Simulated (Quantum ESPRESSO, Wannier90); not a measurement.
# BaTiO3 (R3m), plane waves to Wannier functions

```
CELL_PARAMETERS angstrom
      2.84826     1.64444     2.33556
     -2.84826     1.64444     2.33556
      0.00000    -3.28888     2.33556
ATOMIC_POSITIONS crystal
  Ba 0.00014 0.00014 0.00014
  Ti 0.51333 0.51333 0.51333
  O  0.48895 0.97972 0.48895
  O  0.48895 0.48895 0.97972
  O  0.97972 0.48895 0.48895
```

Structure: Materials Project mp-5020, symmetrised, not relaxed again. COD (Crystallography Open Database) has the formula in 5 space groups, this one among them (matched by group alone). Method: PBEsol plane waves in Quantum ESPRESSO 7.5 (PseudoDojo norm-conserving files, 68 Ry, no spin polarisation, no spin-orbit coupling), Bloch states on a 8×8×8 mesh through Γ, Wannier90 4.0.1. Density: 8×8×8 mesh, cold smearing 0.01 Ry. Spin-orbit coupling is left out although heavy elements are present.

The plane-wave run has 38 bands and 40 electrons a cell. On the energy scale of pw.x, whose zero is arbitrary, the valence-band maximum lies at 9.83 eV.

Isolated groups of bands, relative to the valence-band maximum (bands from 21 on overlap up to the last one computed):

```
bands  from (eV)  to (eV)  filling           weight on atomic waves
-----  ---------  -------  -------  -------------------------------
1         -56.04   -56.04   filled                       Ti 3s 96 %
2–4       -32.47   -32.42   filled                       Ti 3p 98 %
5         -24.65   -24.41   filled                       Ba 5s 95 %
6–8       -16.81   -15.68   filled  O 2s 85 %, Ti 3d 5 %, Ti 4s 4 %
9–11      -10.51    -9.43   filled             Ba 5p 92 %, O 2p 5 %
12–20      -4.32     0.00   filled            O 2p 82 %, Ti 3d 11 %
```

Input w.win, without the blocks of cell, atoms and k-points (512 lines):

```
num_bands = 27
num_wann = 14
exclude_bands = 1-11
num_iter = 1000
conv_tol = 1.0e-6
conv_window = 4
dis_num_iter = 1000
dis_conv_tol = 1.0e-6
dis_froz_max = 15.70
write_hr = true
write_u_matrices = true
begin projections
f=-0.49028,-0.49847,-0.48763: d
f=0.49463,-0.00937,0.49028: p
f=0.48544,0.49377,-0.00941: p
f=-0.03186,0.49071,0.48492: p
end projections
mp_grid = 8 8 8
```

wannier90.x stops with:
```
dis_windows: More states in the frozen window than target WFs
```
At some k-point more bands lie below dis_froz_max than there are Wannier functions, and every frozen state has to fit into the subspace. Mended as below, all else unchanged, the run goes through (Ω_I = 14.5 Å²) and follows the plane-wave bands to 0.2 meV rms (states up to 3.4 eV relative to the valence-band maximum).
```
dis_froz_max = 13.70
```
